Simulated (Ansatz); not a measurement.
A: CdS (wurtzite), a = b = 4.1636 Å, c = 6.7672 Å, α = β = 90.00°, γ = 120.00°
B: CoSn (CoSn type, space group P6/mmm), a = b = 5.2416 Å, c = 4.1879 Å, α = β = 90.00°, γ = 120.00°
C: Tl (hcp, Mg type), a = 3.520 Å, b = 3.520 Å, c = 5.602 Å, α = 90.00°, β = 90.00°, γ = 120.00°
D: MoSi₂ (MoSi2 type, space group I4/mmm), a = b = 3.2017 Å, c = 7.8186 Å, α = β = γ = 90.00°

Scan: energy against volume (even scaling of the relaxed cell, symmetry kept). One method and one kind of scan serve all of them; meshes and ranges differ. All were relaxed with their symmetry unable to fall. CoSn is run without spin polarisation. MoSi2 is run without spin polarisation. Spin-orbit coupling is left out.

Question: Order them by bulk modulus at fixed cell shape (fitted) (highest first) at the level r2SCAN (plane waves to 500 eV, PAW, scalar-relativistic; Ansatz, a program for electronic structure).

Answer: D (219 GPa), B (143 GPa), A (60.3 GPa), C (31.9 GPa)

(Under strain, the slope of the energy per volume gives the stress and its curvature an elastic modulus.)
